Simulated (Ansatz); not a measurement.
Input:

CsPbCl3 (cubic perovskite)

```yaml
crystal:
  lattice:
    - [11.47130, 0.00000, 0.00000]
    - [5.73565, 5.73565, 0.00000]
    - [0.00000, 0.00000, 5.73565]
  atoms:
    - { symbol: Cs, position: [0.00000, 0.00000, 0.00000] }
    - { symbol: Cs, position: [0.50000, 0.00000, 0.00000] }
    - { symbol: Pb, position: [0.00000, 0.50000, 0.50000] }
    - { symbol: Pb, position: [0.50000, 0.50000, 0.50000] }
    - { symbol: Cl, position: [0.75000, 0.50000, 0.50000] }
    - { symbol: Cl, position: [0.25000, 0.50000, 0.50000] }
    - { symbol: Cl, position: [0.00000, 0.50000, 0.00000] }
    - { symbol: Cl, position: [0.50000, 0.50000, 0.00000] }
    - { symbol: Cl, position: [0.25000, 0.00000, 0.50000] }
    - { symbol: Cl, position: [0.75000, 0.00000, 0.50000] }
```

A phonon eigenvector at M = (0.5, 0.5, 0.0) is frozen into this cell: atom i moves by Q times the vector below, so Q is the largest atomic displacement, in Å. The cell is held. (q is in reciprocal vectors of the primitive cell; the cell shown is doubled to hold the pattern.)

```json
[
 {"atom": "Pb3", "x": "0.000", "y": "0.000", "z": "-1.000"},
 {"atom": "Pb4", "x": "0.000", "y": "0.000", "z": "1.000"},
 {"atom": "Cl7", "x": "0.000", "y": "0.000", "z": "-0.831"},
 {"atom": "Cl8", "x": "0.000", "y": "0.000", "z": "0.831"}
]
```

Atoms not listed stay in place.

These are PBE (plane waves to 420 eV, PAW, scalar-relativistic; Ansatz, an electronic-structure program) values and carry that method's errors. k mesh 6×6×6 (Γ-centred), Fermi-Dirac smearing 0.05 eV. The energy includes the smearing's −TS. CsPbCl3 was relaxed with its symmetry unable to fall. Spin-orbit coupling is left out, though Pb is heavy. The PAW data are Ansatz's earlier set. This is a high-temperature form of CsPbCl3. ΔE is measured from the undisplaced structure.

The scan covers Q from -0.100 to 0.100 Å in 13 points.

Q: Which space group does the distorted structure have?

A: P4/nmm (No. 129), lowered from Pm-3m.

Q: What is the energy change at Q = 0.100 Å?

A: 11.8 meV/cell.

Q: What harmonic wavenumber does the curvature at Q = 0 give?

A: 37 cm⁻¹.

(For displaced atoms, the force is minus the slope of the energy, and its curvature is a force constant, which sets phonon frequencies.)
